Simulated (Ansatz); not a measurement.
Polymorphs of ZrC, each relaxed with r²SCAN in the plane-wave PAW code Ansatz:

A: CsCl type (Pm-3m)
a = 2.9171 Å, b = 2.9171 Å, c = 2.9171 Å, α = 90.00°, β = 90.00°, γ = 90.00°

```csv
atom,site,symmetry,x,y,z
Zr,1a,m-3m,0.0000,0.0000,0.0000
C,1b,m-3m,0.5000,0.5000,0.5000
```

B: Pm-3m
a = b = c = 4.6189 Å, α = β = γ = 90.00°

```tsv
atom	site	symmetry	x	y	z
Zr	3c	4/mm.m	0.0000	0.5000	0.5000
C	3d	4/mm.m	0.0000	0.0000	0.5000
```

**Question.** Rank these by energy per atom at 0 K (lowest first), as r²SCAN gives it.

**Answer.** A (+0 meV/atom), B (+239 meV/atom)

Constructed cells (a structure type filled with these elements, in neither database checked): A. Typed or built starts, not in the databases checked: B. Not the usual ambient phase: A; B. Unstable at this level: A. All cells were relaxed under the symmetry of their starts (and spin orders); stability against distortions was not tested throughout. Rows with no word on spin ran without spin polarisation. Scalar-relativistic: spin–orbit coupling is off unless named, which matters more the heavier the elements.

Energies hold the estimated change up to a 700 eV cutoff; steps of a few meV lie near the error of the meshes.

Potentials: the earlier of the program's two PAW sets.
